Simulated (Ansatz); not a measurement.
Ti3GeC2 in space group P6_3/mmc (No. 194; Ti on 4f, Ti on 2a, Ge on 2b, C on 4f), PBE (plane waves, PAW; program Ansatz), all energies at zero smearing, with the estimated change up to a 700 eV cutoff added, with one set of potentials and settings (totals compare only within such a set). Cell of 12 atoms (6 Ti, 2 Ge, 4 C): -24602.063 eV.

| element | reference phase | E (eV/atom) |
|---|---|---|
| Ti | P6/mmm, 3 atoms in the cell | -2499.6763 |
| Ge | Fd-3m, 2 atoms in the cell | -4294.9907 |
| C | P6_3/mmc, 4 atoms in the cell | -250.9463 |

Formation energy per atom, worked out: (-24602.063 − 6×(-2499.6763) − 2×(-4294.9907) − 4×(-250.9463))/12 = -0.853 eV/atom (-82 kJ per mol of atoms), at 0 K, without zero-point energy or fitted corrections.

The first step of the workflow began from a Materials Project structure, measured or hypothetical; the Crystallography Open Database copy checked does not list it. Whether it is the stable phase at ambient conditions was not checked. The cell was relaxed with PBE under the symmetry of its start; whether a distortion lowers the energy is not shown. No spin polarisation was allowed. The references are the lowest solids computed at this level, not always the standard phases.

Potentials: the earlier of the program's two PAW sets.
